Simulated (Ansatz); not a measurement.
AsRu in space group Pnma (No. 62; As on 4c, Ru on 4c), PBEsol (plane waves, PAW; program Ansatz), all energies at zero smearing, with the estimated change up to a 700 eV cutoff added, with one set of potentials and settings (totals compare only within such a set). Cell of 8 atoms (4 As, 4 Ru): -42520.336 eV.

```json
[
 {"element": "As", "reference phase": "R-3m, 2 atoms in the cell", "E (eV/atom)": "-4813.0241"},
 {"element": "Ru", "reference phase": "P6_3/mmc, 2 atoms in the cell", "E (eV/atom)": "-5816.5026"}
]
```

Formation energy per atom, worked out: (-42520.336 − 4×(-4813.0241) − 4×(-5816.5026))/8 = -0.279 eV/atom (-27 kJ per mol of atoms), at 0 K, without zero-point energy or fitted corrections.

The first step of the workflow began from a Materials Project structure, measured or hypothetical; the Crystallography Open Database copy checked does not list it. Its standing as an ambient phase is unchecked. The cell was relaxed with PBEsol under the symmetry of its start; whether a distortion lowers the energy is not shown. The workflow began spin-polarised and lost its moments. The references are the lowest solids computed at this level, not always the standard phases.

Potentials: the later of the program's two PAW sets.
